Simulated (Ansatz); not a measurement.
TiC (rock salt)

```yaml
crystal:
  lattice:
    - [0.00000, 2.16633, 2.16633]
    - [2.16633, 0.00000, 2.16633]
    - [2.16633, 2.16633, 0.00000]
  atoms:
    - { symbol: C, position: [0.00000, 0.00000, 0.00000] }
    - { symbol: Ti, position: [0.50000, 0.50000, 0.50000] }
```

The volume is varied about the relaxed value V₀ at fixed cell shape. Symmetry pins the atoms to their sites.

These are PBE (plane waves to 420 eV, PAW, scalar-relativistic; Ansatz, a program for electronic structure) values and carry that method's errors. k mesh 18×18×18 (Γ-centred), Fermi-Dirac smearing 0.05 eV. E stands for the smeared free energy. Compression counts positive. The PAW data are Ansatz's earlier set. TiC is run without spin polarisation. TiC was relaxed with its symmetry unable to fall. The zero of ΔE is the relaxed starting cell. The last digit holds for this mesh only.

```tsv
V (Å³/atom)	ΔE (meV/atom)
9.150	94.6
9.319	63.7
9.489	39.6
9.658	21.6
9.828	9.3
9.997	2.3
10.167	0.0
10.336	2.1
10.505	withheld
10.675	18.3
10.844	31.7
11.014	48.2
11.183	67.6
```

Task: Fit a third-order Birch-Murnaghan form (E₀, V₀, B₀, B₀′ free) to the given rows and predict ΔE at V = 10.505.

Result: Least squares on the 12 given rows: ΔE = E₀ + (9V₀B₀/16)·y²·[2 + (B₀′ − 4)y], y = (V₀/V)^(2/3) − 1, with V₀ = 10.166 Å³/atom, B₀ = 250.1 GPa (160.2 GPa = 1 eV/Å³; the term in eV is multiplied by 1000), B₀′ = 4.03, E₀ = 0.00 meV/atom; root-mean-square residual 0.05 meV/atom. At 10.505 the fit gives 8.4 meV/atom; the calculation gives 8.4 meV/atom, the same to the digits shown. For the pressure the fit gives -7.7 GPa against the computed -7.7 GPa.

(Under strain, the slope of the energy per volume gives the stress and its curvature an elastic modulus.)
